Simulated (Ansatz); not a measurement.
NaTl, DFT, PBEsol, all-electron PAW with datasets made for the crystal, scalar-relativistic (Ansatz 0.2.0), run on 1 thread of Arm Neoverse V1 on a shared host.

The cell is a measured one (Crystallography Open Database entry 1541020); the temperature and pressure of the measurement aren't taken into account, and nothing was relaxed. The listed cell was then made from it by scaling, straining or moving an atom.

Command: `ansatz run input.yaml --threads 1 --pin off --max-ram 4096MiB --backend cpu --events-out ev --progress --plain --runs-dir out`

```yaml
crystal:
  lattice:
    - [0.0, 3.7844543211, 3.7844543211]
    - [3.7844543211, 0.0, 3.7844543211]
    - [3.7844543211, 3.7844543211, 0.0]
  atoms:
    - { symbol: Na, position: [0.5, 0.5, 0.5] }
    - { symbol: Na, position: [0.75, 0.75, 0.75] }
    - { symbol: Tl, position: [0.0, 0.0, 0.0] }
    - { symbol: Tl, position: [0.25, 0.25, 0.25] }
kpoints:
  mp_grid: { grid: [10, 10, 10] }
scf:
  occupations: { method: fermi_dirac, width: 0.05 }
hamiltonian:
  xc: pbesol
  pseudopotentials: { kind: all_electron, datasets: crystal }
output:
  forces: true
  stress: true
  eigenvalues: true
  efg: { contact_densities: true }
```

(1) How large is the problem that the program sets up?

(2) Estimate the wall time and the peak memory.

(3) And the same cell and mesh by PAW with the default files, asked for forces, stress, eigenvalues, efg, on the same hardware?

## Answers

(1) 47 irreducible k-points, 941 plane waves at Γ, 27 bands.

(2) 19 s of wall time for 9 SCF iterations, with a peak of 0.59 GiB. Times on shared machines scatter by tens of per cent.

(3) 8.9 s, peak memory 0.45 GiB.
